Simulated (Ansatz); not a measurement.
K$_{2}$LiRhF$_{6}$:
Space group Fm-3m (No. 225); a = b = c = 8.0245 Å, α = β = γ = 90.00°

```
atom  site  symmetry       x       y       z
----  ----  --------  ------  ------  ------
K       8c      -43m  0.2500  0.2500  0.2500
Li      4b      m-3m  0.5000  0.5000  0.5000
Rh      4a      m-3m  0.0000  0.0000  0.0000
F      24e      4m.m  0.0000  0.0000  0.2465
```
(The calculation used a cell of 10 atoms; values per cell refer to that cell.)

Relaxed with PBEsol.

Task: Which orbitals make up the states near the band edges in the program Ansatz at the PBEsol level (PAW)?

Result: Top 1 eV of the valence band: Rh 4d 73 %, F 2p 26 %. Bottom 1 eV of the conduction band: Rh 4d 64 %, F 2p 31 %. Projections are on Löwdin-orthogonalised atomic valence shells; empty p or d shells of many metals are not among them.

Task: Tabulate the density of states.

Result: States/eV per cell of 10 atoms, in 0.25 eV bins, energy from the valence-band maximum.

```tsv
E (eV)	total	F 2p	Rh 4d	K 4s
-7.85	0.00	0.00	0.00	0.00
-7.60	0.00	0.00	0.00	0.00
-7.35	0.00	0.00	0.00	0.00
-7.10	0.00	0.00	0.00	0.00
-6.85	0.00	0.00	0.00	0.00
-6.60	3.47	2.41	0.88	0.00
-6.35	7.95	5.65	1.98	0.00
-6.10	7.95	5.99	1.54	0.01
-5.85	3.49	3.06	0.12	0.01
-5.60	1.70	1.41	0.16	0.01
-5.35	7.47	5.79	1.41	0.10
-5.10	18.01	14.32	3.11	0.09
-4.85	11.50	9.83	1.37	0.01
-4.60	8.54	8.19	0.09	0.02
-4.35	1.92	1.86	0.00	0.00
-4.10	5.80	5.39	0.07	0.20
-3.85	13.60	13.16	0.10	0.09
-3.60	15.92	15.50	0.13	0.06
-3.35	21.93	21.61	0.07	0.02
-3.10	11.40	11.32	0.02	0.01
-2.85	3.35	3.34	0.00	0.00
-2.60	0.00	0.00	0.00	0.00
-2.35	0.00	0.00	0.00	0.00
-2.10	0.00	0.00	0.00	0.00
-1.85	0.00	0.00	0.00	0.00
-1.60	0.00	0.00	0.00	0.00
-1.35	0.00	0.00	0.00	0.00
-1.10	0.00	0.00	0.00	0.00
-0.85	0.00	0.00	0.00	0.00
-0.60	0.00	0.00	0.00	0.00
-0.35	4.80	1.12	3.60	0.04
-0.10	19.19	5.08	13.89	0.06
0.15	0.00	0.00	0.00	0.00
0.40	0.00	0.00	0.00	0.00
0.65	0.00	0.00	0.00	0.00
0.90	0.00	0.00	0.00	0.00
1.15	0.00	0.00	0.00	0.00
1.40	0.00	0.00	0.00	0.00
1.65	0.00	0.00	0.00	0.00
1.90	1.37	0.36	0.90	0.00
2.15	9.07	2.72	5.85	0.00
2.40	5.57	1.84	3.51	0.00
2.65	0.00	0.00	0.00	0.00
2.90	0.00	0.00	0.00	0.00
3.15	0.00	0.00	0.00	0.00
3.40	0.00	0.00	0.00	0.00
3.65	0.00	0.00	0.00	0.00
3.90	0.00	0.00	0.00	0.00
4.15	0.00	0.00	0.00	0.00
4.40	0.00	0.00	0.00	0.00
4.65	0.00	0.00	0.00	0.00
4.90	0.09	0.00	0.00	0.05
5.15	0.24	0.01	0.00	0.12
5.40	0.34	0.01	0.00	0.17
5.65	0.45	0.02	0.00	0.23
5.90	0.56	0.03	0.00	0.29
6.15	0.69	0.04	0.00	0.36
6.40	0.86	0.06	0.00	0.44
6.65	1.16	0.08	0.00	0.59
```

The workflow started from a Materials Project entry (that database holds measured and hypothetical structures alike); the Crystallography Open Database copy checked does not list it. Its standing as an ambient phase is unchecked. The PBEsol relaxation kept the symmetry of its start; of distortions, only those at the zone centre were tested. The run is not spin-polarised. Spin–orbit coupling is left out wherever it is not named.

Potentials: the later of the program's two PAW sets.
